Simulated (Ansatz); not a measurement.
A geometry of MoRu away from equilibrium: the start of the relaxation of a relaxed MoRu cell displaced along its unstable phonon at q = Γ (190i cm⁻¹), largest move 0.15 Å. The numbers are results of PBEsol (plane waves to 420 eV, PAW, scalar-relativistic; Ansatz, an electronic-structure program), not measurements. Γ-centred k-mesh 9×9×7 on the run's cell (coarser than for final values), Fermi–Dirac smearing 0.05 eV.

```xyz
4
Lattice="4.2816 0.0000 0.0000 -2.1408 3.7080 0.0000 0.0000 0.0000 4.8422" Properties=species:S:1:pos:R:3:forces:R:3 pbc="T T T" free_energy=-21423.734 pressure_GPa=-1.2
Ru     0.0000     2.4720     1.3128    0.0000    0.0000    1.0768
Ru     2.1408     1.2360     3.5294    0.0000    0.0000   -1.0768
Mo     0.0000     2.4720     3.7817    0.0000    0.0000    1.3284
Mo     2.1408     1.2360     1.0606    0.0000    0.0000   -1.3284
```

Positions in Å, forces in eV/Å, free energy of the cell in eV (comparable only within this code, potentials and settings). Largest force: 1.33 eV/Å, on Mo3, Mo4 (atoms numbered as listed); the geometry lies 0.36 eV/atom above the end of its relaxation.

No spin polarisation in the result.

The run could not lose the symmetry of its start, so the end can be a saddle point.

The end of the path is a generated cell of MoRu: the first start was made by placing the elements on the sites of a structure type, and the end was not matched to a known phase here, so it may be hypothetical.
